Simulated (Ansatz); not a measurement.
An Ansatz input:

```yaml
crystal:
  lattice:
    - [3.5579831475, 0.0, 0.0]
    - [-1.7789915738, 3.081303792, 0.0]
    - [0.0, 0.0, 5.8101864799]
  atoms:
    - { symbol: Bi, position: [0.3333333333, 0.6666666667, 0.25] }
    - { symbol: Bi, position: [0.6666666667, 0.3333333333, 0.75] }
hamiltonian:
  xc: blyp
  pseudopotentials:
    kind: paw
    azcp:
      Bi: "pseudopotentials/Bi.paw.azcp"
basis:
  ecutwfc: 420
  fft_grid_basis: typed
kpoints:
  mp_grid: { grid: [10, 10, 6], shift: [0, 0, 0] }
magnetization:
  spin_polarized: false
scf:
  occupations: { method: fermi_dirac, width: 0.1 }
relax:
  max_steps: 60
  f_tol: 0.01
  cell: {}
output:
  write_density: true
  write_potential: true
  elf: true
  volumetric_format: npy
```

and its output:

```
Engine: ansatz 0.2.0, x86_64-unknown-linux-gnu
Pseudopotentials: kind: paw
Pseudopotential: Bi, paw, valence charge 15, recommended cutoff 420 eV (normal) 
Functional definition: BLYP
  parameter beta = 0.0042
  parameter a = 0.04918
  parameter b = 0.132
  parameter c = 0.2533
  parameter d = 0.349
  exchange = b88_x(beta = beta)
  correlation = lyp_c(a = a, b = b, c = c, d = d)
Crystal: 2 atoms, lattice volume = 63.698 Å³
Basis set: ecut = 420 eV, 1237 PW (Γ), exchange–correlation on 48×48×80 points (8 copies of the dense FFT grid, shifted against one another)
Bands: 19, of which v1, the nominal top of the filled ones, is band 15 counted from 1 (14 counted from 0)
Symmetry: 24 space group operations
Space group: P63/mmc (ITA 194), of the structure as read, at distance tolerance 4.0e-5 Å
k-points: 56 of 600
Non-local potential: Bi, projectors of the file, l = 0: 2, l = 1: 2, l = 2: 2, l = 3: 2
PAW form: soft (Blöchl's): semilocal exchange-correlation on the pseudo side does not see the compensation charge
PAW frozen core: Bi, regenerated for the run's functional, and the local potential with it (the file was generated under x = pbe(κ = 0.804, μ = 0.2195149727645171), c = pbe(β = 0.06672455060314922))
PAW one-centre angular grid: Bi, 590 points (default); XC on 64 Gauss nodes
Initial density: superposition of atomic densities (neutral atoms: chi_scale 0, normalization atom), corrected by the library's trained network
Initial wavefunctions: pseudopotential atomic-orbital guess
Functional: x = b88, c = lyp
SCF iter   1: F=—  HF=-24850.044076 eV  |F-HF|=—  |Δ(HF+E_count)|=         —  Δρ=5.28e-3  dr2=1.54e-2  ethr=1.77e-3  ⟨swp⟩=6.0  Hψ=5194  notcnv=0
SCF iter   2: F=—  HF=-24850.042668 eV  |F-HF|=—  |Δ(HF+E_count)|=   1.41e-3  Δρ=3.47e-3  dr2=7.38e-3  ethr=5.13e-5  ⟨swp⟩=1.1  Hψ=1526  notcnv=0
SCF iter   3: F=—  HF=-24850.042460 eV  |F-HF|=—  |Δ(HF+E_count)|=   2.08e-4  Δρ=7.58e-4  dr2=3.37e-4  ethr=2.46e-5  ⟨swp⟩=2.0  Hψ=1172  notcnv=0
SCF iter   4: F=—  HF=-24850.042537 eV  |F-HF|=—  |Δ(HF+E_count)|=   7.72e-5  Δρ=4.62e-4  dr2=8.01e-5  ethr=1.12e-6  ⟨swp⟩=2.0  Hψ=1894  notcnv=0
SCF iter   5: F=—  HF=-24850.042527 eV  |F-HF|=—  |Δ(HF+E_count)|=   1.05e-5  Δρ=1.13e-4  dr2=6.83e-6  ethr=2.67e-7  ⟨swp⟩=2.0  Hψ=1760  notcnv=0
...
SCF iter   6: F=-24850.094851 eV  HF=-24850.094851 eV  |F-HF|=2.55e-11  |Δ(HF+E_count)|=    0.00e0  Δρ=1.10e-7  dr2=7.35e-12  ethr=1.00e-12  ⟨swp⟩=6.9  Hψ=5350  notcnv=0
SCF 6 converged in 6 iterations: F = -24850.094851 eV  dr2 = 7.35e-12
relax step   6: F+E_penalty+E_count = -24850.09485090 eV  Δ(F+E_penalty+E_count) = -1.038e-3 eV  max|allowed force component| = 4.626e-17 eV/Å  Δτ_max = 0.0000 Å  P = -0.008 GPa  Ω = 68.579 Å³  stress off target by 1.50e-2 GPa  SCF on the basis re-selected at this cell (its energy is not comparable with the rows above)  (6 SCF iters)
basis re-selected at this cell: Δ(F+E_penalty+E_count) = -1.038e-3 eV, ΔP = -0.010 GPa vs the last step (what re-selecting the basis moved, of the pressure what is left beyond the Pulay correction that the steps carried, after the strain that the cell walked since its last selection, with what the two solves' SCF thresholds leave and, on support functions, any second-order correction that the steps lacked; it is no measure of the basis error at this ecutwfc). The dense FFT grid was sized anew with the basis: this SCF ran on 25×25×45 points, the steps before it on 24×24×40, so part of this shift can come from that change (see relax.cell in the input reference). This SCF's stress stands 1.50e-2 GPa from its target on what of the cell is left free (relax.cell.stress_tol is 5.00e-2 GPa) and its largest allowed force component is 4.63e-17 eV/Å (relax.f_tol is 1.00e-2 eV/Å): within both
SCF converged after 6 iterations
Free energy (F): -24850.094851 eV
Harris-Foulkes:  -24850.094851 eV  (|F-HF|=2.55e-11)
Internal energy: -24850.055764 eV  (E = F + TS)
E sigma→0 (E₀):  -24850.075307 eV
Entropy (-TS):   -0.039087 eV (-19.543 meV/atom)
Fermi energy:    10.765424 eV
--- Per-component energies (eV) ---
  E_band       = -193.109339
  E_kinetic    = 604.357528
  E_local      = -2941.007166  (includes V_loc(G=0)·N_el)
  E_nonlocal   = 1112.089759
  E_hartree    = 939.075241
  E_xc         = -297.473635
  E_vxc        = -282.131406  (∫ρ·V_xc dr)
  E_paw        = -21386.719420  (= ΣΔE_a)
  E_vpaw       = -564.567450  (= ΣTr[D̂ρ^β])
  E_aug_tail   = -0.001040  (compensation charges beyond the density's cutoff)
  E_ewald      = -2880.207264
  E_core_change = -0.169766  (= ΣΔE_core)
  E_smearing   = -0.039087  (= −TS)
  E_closure    = 0.000000  (closes the sum)
  Σ components = -24850.094851   (vs F -24850.094851, Δ=0.00e0)
--- Forces (eV/Å), atoms counted from 1 ---
  atom   1  Bi    -0.00000000     0.00000000    -0.00000000
  atom   2  Bi     0.00000000    -0.00000000     0.00000000
  max |Σ_I F_I| component: 4.63e-18 eV/Å
--- Stress (GPa, compression-positive) ---
       -0.014965      -0.000000      -0.000000
       -0.000000      -0.014965      -0.000000
       -0.000000      -0.000000       0.007254
  P = ⅓ Tr σ = -0.0076 GPa (-0.076 kbar)
--- Band table (eV; the first three rows and the last of 56) ---
  k-point 0: bands = ["-12.2565", "-12.2439", "-12.2410", "-12.2410", "-12.2357", "-12.2357", "-12.2152", "-12.2152", "-12.1545", "-12.1545", "-2.2800", "-0.0715", "6.1008", "13.6966", "13.6966", "14.7581", "14.9583", "14.9583", "17.7433"]
  k-point 1: bands = ["-12.2555", "-12.2446", "-12.2440", "-12.2440", "-12.2374", "-12.2374", "-12.2078", "-12.2078", "-12.1572", "-12.1572", "-2.1797", "-0.3097", "6.5780", "13.6030", "13.7727", "13.7727", "14.8658", "14.8658", "17.8404"]
  k-point 2: bands = ["-12.2528", "-12.2467", "-12.2467", "-12.2465", "-12.2415", "-12.2415", "-12.1930", "-12.1930", "-12.1652", "-12.1652", "-1.8851", "-0.8470", "7.8252", "11.5653", "13.9865", "13.9865", "14.6180", "14.6180", "18.1327"]
  k-point 55: bands = ["-12.2528", "-12.2528", "-12.2142", "-12.2142", "-12.2021", "-12.2021", "-12.1788", "-12.1788", "-12.1492", "-12.1492", "0.6746", "0.6746", "7.3427", "7.3427", "8.6319", "8.6319", "12.9039", "12.9039", "17.8110"]
--- Relaxed structure (5 steps of the walk, 5 accepted, 1 SCFs on fresh bases) ---
  F+E_penalty+E_count = -24850.09485090 eV   max|allowed force component| = 4.626e-17 eV/Å   (the final SCF, on the basis selected at the relaxed cell)
  cell:  # Å, volume = 68.5787 Å³
    - [3.6269596070812518, 2.9427195437796963e-11, 0.0]
    - [-1.8134798035661106, 3.1410391582176764, 0.0]
    - [0.0, 0.0, 6.019680643975664]
  atoms:
    - { symbol: Bi, position: [0.3333333333333333, 0.6666666666666666, 0.25] }
    - { symbol: Bi, position: [0.6666666666666665, 0.3333333333333333, 0.7499999999999999] }
```
